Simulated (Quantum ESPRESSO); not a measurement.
Parts of the isotropic shielding in CdS, by GIPAW with PBE in a modified build of Quantum ESPRESSO, on JTH PAW datasets, 20 Ha, k-mesh 8×8×8 shifted:

```yaml
crystal:
  lattice:
    - [0.00000, 2.91650, 2.91650]
    - [2.91650, 0.00000, 2.91650]
    - [2.91650, 2.91650, 0.00000]
  atoms:
    - { symbol: Cd, position: [0.00000, 0.00000, 0.00000] }
    - { symbol: S, position: [0.25000, 0.25000, 0.25000] }
```
The cell was made here from an entry of the Crystallography Open Database (unchecked): atoms relaxed with PBE in the measured cell (PBE without dispersion, pw.x of Quantum ESPRESSO, symmetry kept).  Stability against distortions was not tested.

The core term is that of the free atom's frozen core; the paramagnetic column sums the reconstruction terms. These are absolute shieldings with no macroscopic susceptibility term; δ = σ_ref − σ needs a reference computed alike. In our sweeps, cutoffs and meshes of this size left a few ppm, and up to some 20 ppm on atoms from Zn on. No spin–orbit coupling; Cd is the heaviest element present. The datasets of S hold no d projectors, which limits absolute σ on these atoms. The band gap at this level is small, which makes the paramagnetic part of σ large and sensitive to the functional. Static lattice: thermal averaging is not included.

| site | core | bare (smooth current) | diamagnetic correction | paramagnetic corrections | σ_iso (ppm) |
|---|---|---|---|---|---|
| Cd (atom 1) | 4799.7 | 49.2 | 120.6 | ___ | ___ |
| S (atom 2) | 979.8 | 45.5 | -10.3 | ___ | ___ |

**Question.** What belongs in the gaps?

**Answer.** 
- Cd (atom 1), paramagnetic corrections: -2103.7
- Cd (atom 1), σ_iso (ppm): 2865.8
- S (atom 2), paramagnetic corrections: -317.5
- S (atom 2), σ_iso (ppm): 697.5
